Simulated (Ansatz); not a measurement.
ZrTi3N4: vibrational free energy, entropy and heat capacity

The calculation used DFT PBE, scalar-relativistic, plane waves, PAW in Ansatz. Settings: 420 eV plane-wave cutoff, Γ-centred 10×10×10 mesh, Fermi-Dirac smearing of 0.15 eV. No spin polarisation. Phonons by linear response, acoustic sum rule imposed.

Relaxed structure:
```cif
data_structure
_symmetry_space_group_name_H-M 'P 1'
_symmetry_Int_Tables_number 1
_cell_length_a 4.3583
_cell_length_b 4.3583
_cell_length_c 4.3583
_cell_angle_alpha 90.000
_cell_angle_beta 90.000
_cell_angle_gamma 90.000
_cell_volume 82.78
loop_
_atom_site_label
_atom_site_type_symbol
_atom_site_fract_x
_atom_site_fract_y
_atom_site_fract_z
_atom_site_occupancy
Zr1 Zr 0.00000 0.00000 0.00000 1
Ti1 Ti 0.50000 0.50000 0.00000 1
Ti2 Ti 0.00000 0.50000 0.50000 1
Ti3 Ti 0.50000 0.00000 0.50000 1
N1 N 0.00000 0.00000 0.50000 1
N2 N 0.50000 0.00000 0.00000 1
N3 N 0.00000 0.50000 0.00000 1
N4 N 0.50000 0.50000 0.50000 1
```

It was reached by relaxing an invented guess, and it needn't be the stable form of this composition. In a metal, frequencies and elastic constants depend on the k mesh and the smearing, soft modes and shear constants most. The q mesh is coarse, so values between its points are rough.

Force constants from linear response on a 2×2×2 q mesh, interpolated to a fine mesh.

Phonon density of states, in bins of 10 cm⁻¹:
```json
{"bin centre (cm⁻¹)": "5", "share of modes (%)": "0.0"}
{"bin centre (cm⁻¹)": "15", "share of modes (%)": "0.0"}
{"bin centre (cm⁻¹)": "25", "share of modes (%)": "0.0"}
{"bin centre (cm⁻¹)": "35", "share of modes (%)": "0.0"}
{"bin centre (cm⁻¹)": "45", "share of modes (%)": "0.0"}
{"bin centre (cm⁻¹)": "55", "share of modes (%)": "0.0"}
{"bin centre (cm⁻¹)": "65", "share of modes (%)": "0.1"}
{"bin centre (cm⁻¹)": "75", "share of modes (%)": "0.1"}
{"bin centre (cm⁻¹)": "85", "share of modes (%)": "0.1"}
{"bin centre (cm⁻¹)": "95", "share of modes (%)": "0.2"}
{"bin centre (cm⁻¹)": "105", "share of modes (%)": "0.3"}
{"bin centre (cm⁻¹)": "115", "share of modes (%)": "0.6"}
{"bin centre (cm⁻¹)": "125", "share of modes (%)": "1.1"}
{"bin centre (cm⁻¹)": "135", "share of modes (%)": "1.4"}
{"bin centre (cm⁻¹)": "145", "share of modes (%)": "1.8"}
{"bin centre (cm⁻¹)": "155", "share of modes (%)": "1.4"}
{"bin centre (cm⁻¹)": "165", "share of modes (%)": "4.6"}
{"bin centre (cm⁻¹)": "175", "share of modes (%)": "3.5"}
{"bin centre (cm⁻¹)": "185", "share of modes (%)": "3.7"}
{"bin centre (cm⁻¹)": "195", "share of modes (%)": "3.8"}
{"bin centre (cm⁻¹)": "205", "share of modes (%)": "3.4"}
{"bin centre (cm⁻¹)": "215", "share of modes (%)": "3.6"}
{"bin centre (cm⁻¹)": "225", "share of modes (%)": "1.9"}
{"bin centre (cm⁻¹)": "235", "share of modes (%)": "3.1"}
{"bin centre (cm⁻¹)": "245", "share of modes (%)": "4.1"}
{"bin centre (cm⁻¹)": "255", "share of modes (%)": "2.8"}
{"bin centre (cm⁻¹)": "265", "share of modes (%)": "7.3"}
{"bin centre (cm⁻¹)": "275", "share of modes (%)": "1.2"}
{"bin centre (cm⁻¹)": "285", "share of modes (%)": "0.0"}
{"bin centre (cm⁻¹)": "295", "share of modes (%)": "0.0"}
{"bin centre (cm⁻¹)": "305", "share of modes (%)": "0.0"}
{"bin centre (cm⁻¹)": "315", "share of modes (%)": "0.0"}
{"bin centre (cm⁻¹)": "325", "share of modes (%)": "0.0"}
{"bin centre (cm⁻¹)": "335", "share of modes (%)": "0.0"}
{"bin centre (cm⁻¹)": "345", "share of modes (%)": "0.0"}
{"bin centre (cm⁻¹)": "355", "share of modes (%)": "0.0"}
{"bin centre (cm⁻¹)": "365", "share of modes (%)": "0.0"}
{"bin centre (cm⁻¹)": "375", "share of modes (%)": "0.0"}
{"bin centre (cm⁻¹)": "385", "share of modes (%)": "0.0"}
{"bin centre (cm⁻¹)": "395", "share of modes (%)": "0.0"}
{"bin centre (cm⁻¹)": "405", "share of modes (%)": "0.0"}
{"bin centre (cm⁻¹)": "415", "share of modes (%)": "2.3"}
{"bin centre (cm⁻¹)": "425", "share of modes (%)": "5.7"}
{"bin centre (cm⁻¹)": "435", "share of modes (%)": "11.5"}
{"bin centre (cm⁻¹)": "445", "share of modes (%)": "5.8"}
{"bin centre (cm⁻¹)": "455", "share of modes (%)": "3.0"}
{"bin centre (cm⁻¹)": "465", "share of modes (%)": "3.1"}
{"bin centre (cm⁻¹)": "475", "share of modes (%)": "3.4"}
{"bin centre (cm⁻¹)": "485", "share of modes (%)": "2.3"}
{"bin centre (cm⁻¹)": "495", "share of modes (%)": "0.5"}
{"bin centre (cm⁻¹)": "505", "share of modes (%)": "0.0"}
{"bin centre (cm⁻¹)": "515", "share of modes (%)": "0.0"}
{"bin centre (cm⁻¹)": "525", "share of modes (%)": "0.0"}
{"bin centre (cm⁻¹)": "535", "share of modes (%)": "0.0"}
{"bin centre (cm⁻¹)": "545", "share of modes (%)": "0.0"}
{"bin centre (cm⁻¹)": "555", "share of modes (%)": "0.0"}
{"bin centre (cm⁻¹)": "565", "share of modes (%)": "0.0"}
{"bin centre (cm⁻¹)": "575", "share of modes (%)": "0.0"}
{"bin centre (cm⁻¹)": "585", "share of modes (%)": "0.0"}
{"bin centre (cm⁻¹)": "595", "share of modes (%)": "0.0"}
{"bin centre (cm⁻¹)": "605", "share of modes (%)": "1.3"}
{"bin centre (cm⁻¹)": "615", "share of modes (%)": "2.8"}
{"bin centre (cm⁻¹)": "625", "share of modes (%)": "1.7"}
{"bin centre (cm⁻¹)": "635", "share of modes (%)": "1.6"}
{"bin centre (cm⁻¹)": "645", "share of modes (%)": "1.7"}
{"bin centre (cm⁻¹)": "655", "share of modes (%)": "1.0"}
{"bin centre (cm⁻¹)": "665", "share of modes (%)": "1.2"}
{"bin centre (cm⁻¹)": "675", "share of modes (%)": "0.8"}
{"bin centre (cm⁻¹)": "685", "share of modes (%)": "0.3"}
{"bin centre (cm⁻¹)": "695", "share of modes (%)": "0.1"}
```

Question: What is the zero-point energy per atom?

Answer: 65.0 meV.

Question: How large are the vibrational entropy and heat capacity at 300 K?

Answer: S = 2.16 k_B and C_V = 2.34 k_B per atom, 78 % of the Dulong–Petit value.

Question: Tabulate them against temperature.

Answer:
```
T (K)  F_vib (meV/atom)  S (k_B/atom)  C_V (k_B/atom)
  100              64.1          0.38            0.85
  200              56.9          1.31            1.84
  300              41.8          2.16            2.34
  400              20.1          2.87            2.59
  500              -7.3          3.47            2.72
  600             -39.4          3.97            2.80
  700             -75.5          4.41            2.85
  800            -115.2          4.79            2.89
  900            -157.9          5.13            2.91
 1000            -203.5          5.44            2.93
```
